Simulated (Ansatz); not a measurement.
The relaxed structure here is a generated cell of ZnCu2SnSe4: the first start was made by a random draw of sites in a space group, and the end was not matched to a known phase here, so it may be hypothetical. Known forms of ZnCu2SnSe4 include space group No. 82.

A relaxed structure of ZnCu₂SnSe₄. Space group R3 (No. 146). Method: PBE (plane waves to 420 eV, PAW, scalar-relativistic; Ansatz, a program for electronic structure).

```cif
data_Cu2Se4SnZn
_chemical_formula_sum 'Cu2 Se4 Sn1 Zn1'
_space_group_name_H-M_alt 'P 1'
_space_group_IT_number 1
_cell_length_a 6.08741
_cell_length_b 6.08741
_cell_length_c 6.08741
_cell_angle_alpha 77.560
_cell_angle_beta 77.560
_cell_angle_gamma 77.560
loop_
_space_group_symop_operation_xyz
  'x, y, z'
loop_
_atom_site_label
_atom_site_type_symbol
_atom_site_fract_x
_atom_site_fract_y
_atom_site_fract_z
_atom_site_occupancy
Cu1 Cu 0.41047 0.41047 0.41047 1
Cu2 Cu 0.61657 0.61657 0.61657 1
Se1 Se 0.23346 0.77152 0.52781 1
Se2 Se 0.52781 0.23346 0.77152 1
Se3 Se 0.77152 0.52781 0.23346 1
Se4 Se 0.80573 0.80573 0.80573 1
Sn1 Sn 0.20604 0.20604 0.20604 1
Zn1 Zn 0.99963 0.99963 0.99963 1
```

```json
{
 "volume_per_atom": "26.46 Å³",
 "band_gap": "no gap (metallic)",
 "shortest_distances": "Cu–Se 2.39 Å; Se–Zn 2.45 Å; Cu–Sn 2.58 Å; Cu–Cu 2.60 Å",
 "k-mesh": "8×8×8"
}
```

Band energies at high-symmetry points (eV from the Fermi level; labels of this space group; no spin-orbit coupling), from −5 eV up to 5.0 eV:

```csv
point,energies
Γ,-4.83 -4.83 -3.76 -3.44 -3.44 -3.11 -3.11 -3.08 -2.56 -2.56 -2.49 -2.31 -2.18 -2.18 -1.64 -1.64 -1.42 -1.42 -0.91 -0.32 0.83 0.83 1.19 2.49 2.49 3.20 3.20
T,-4.93 -4.93 -3.89 -3.60 -3.60 -3.60 -2.94 -2.94 -2.67 -2.53 -2.53 -2.21 -2.21 -1.77 -1.26 -1.26 -0.82 -0.82 -0.39 -0.02 0.57 0.57 2.04 2.87 2.87 4.46 4.46 4.95 4.95 4.99
H2,-4.96 -4.70 -4.25 -3.72 -3.62 -3.17 -3.00 -2.92 -2.74 -2.57 -2.47 -2.22 -2.20 -1.89 -1.48 -1.14 -1.00 -0.74 -0.52 -0.23 0.38 0.94 1.92 2.56 2.83 4.22 4.39 4.83
H0,-4.96 -4.70 -4.25 -3.72 -3.62 -3.17 -3.00 -2.92 -2.74 -2.57 -2.47 -2.22 -2.20 -1.89 -1.48 -1.14 -1.00 -0.74 -0.52 -0.23 0.38 0.94 1.92 2.56 2.83 4.22 4.39 4.83
L,-4.79 -4.53 -3.86 -3.77 -3.32 -3.26 -3.17 -2.93 -2.87 -2.50 -2.47 -2.25 -2.18 -2.07 -1.67 -1.60 -1.47 -1.02 -0.58 -0.22 0.14 1.04 2.06 2.32 2.83 3.68 3.93 4.57
S0,-4.91 -4.53 -4.03 -3.80 -3.49 -3.24 -3.06 -2.89 -2.79 -2.61 -2.55 -2.38 -2.26 -2.08 -1.71 -1.13 -0.98 -0.84 -0.51 -0.18 0.19 1.13 1.85 2.32 3.08 3.51 4.23 4.57
S2,-4.91 -4.53 -4.03 -3.80 -3.49 -3.24 -3.06 -2.89 -2.79 -2.61 -2.55 -2.38 -2.26 -2.08 -1.71 -1.13 -0.98 -0.84 -0.51 -0.18 0.19 1.13 1.85 2.32 3.08 3.51 4.23 4.57
F,-4.92 -4.56 -4.06 -3.82 -3.57 -3.24 -3.06 -2.89 -2.74 -2.61 -2.53 -2.40 -2.26 -2.10 -1.70 -1.16 -0.98 -0.81 -0.41 -0.08 0.40 0.96 1.92 2.16 3.11 3.46 4.12 4.49
```

No spin polarisation in the result.

The run could not lose the symmetry of its start: the end is stationary, and may be a saddle point rather than a minimum.
